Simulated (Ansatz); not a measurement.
## TaI3 in the ReO3-type structure

The computed numbers are results of PBE, scalar-relativistic (collinear spin) in the plane-wave PAW code Ansatz at 420 eV, 6×6×6 k-mesh, Gaussian smearing of 0.05 eV; PAW files: Ansatz's generated set soft_2.

```
CELL_PARAMETERS angstrom
5.59238 0.00000 0.00000
0.00000 5.59238 0.00000
0.00000 0.00000 5.59238
ATOMIC_POSITIONS crystal
Ta 0.00000 0.00000 0.00000
I 0.50000 0.00000 0.00000
I 0.00000 0.00000 0.50000
I 0.00000 0.50000 0.00000
```

The start was a prototype's sites filled with these elements, not a measured cell. The ideal cubic cell shuts out tilts of the octahedra, which such structures often take.

The geometry is fixed. Moments are started on Ta in several ways. q is the propagation vector of an order in a doubled cell, in units of this cell's reciprocal vectors; doubled cells take an equivalent mesh or are counted from a ferromagnetic run in the same cell, unless said otherwise. Energies count from the first row, the state in which the cell was relaxed.

The starts:
- ferromagnetic
- no spin polarisation
- antiparallel, q = (0, 0, 1/2)
- antiparallel, q = (0, 1/2, 1/2)
- antiparallel, q = (1/2, 1/2, 1/2)
- small parallel moments

Which start ends lowest, and how far above it lies the solution without spin polarisation?

Lowest: antiparallel, q = (1/2, 1/2, 1/2). Without spin polarisation the energy is 21 meV/atom higher.

```tsv
start	largest typed moment (μB)	ΔE (meV/atom)	gap on the mesh (eV)	P (GPa)	final spin moments (μB)
ferromagnetic	0.34	0.0	metal	0.0	Ta 0.31
no spin polarisation	0.00	6.2	metal	0.0	none
antiparallel, q = (0, 0, 1/2)	2.00	-3.9	metal	0.2	Ta 0.66, -0.66
antiparallel, q = (0, 1/2, 1/2)	2.00	-13.3	metal	0.5	Ta 0.90, -0.90
antiparallel, q = (1/2, 1/2, 1/2)	2.00	-15.1	metal	0.3	Ta 0.85, -0.85
small parallel moments	0.50	0.0	metal	0.0	Ta 0.31
```

The next distinct energy lies only 1.8 meV/atom above the lowest at one geometry; relaxing each state, or a finer mesh, could change the order.

Only orders that fit these small cells were tried, so the real crystal's order may be another.

 Spin–orbit coupling, which matters for such heavy elements, is left out. Site moments are of spin, integrated over atomic spheres. Compounds of this kind are often insulators, so the metal found may come from the functional, which lacks a U or exact exchange, or from the structure.
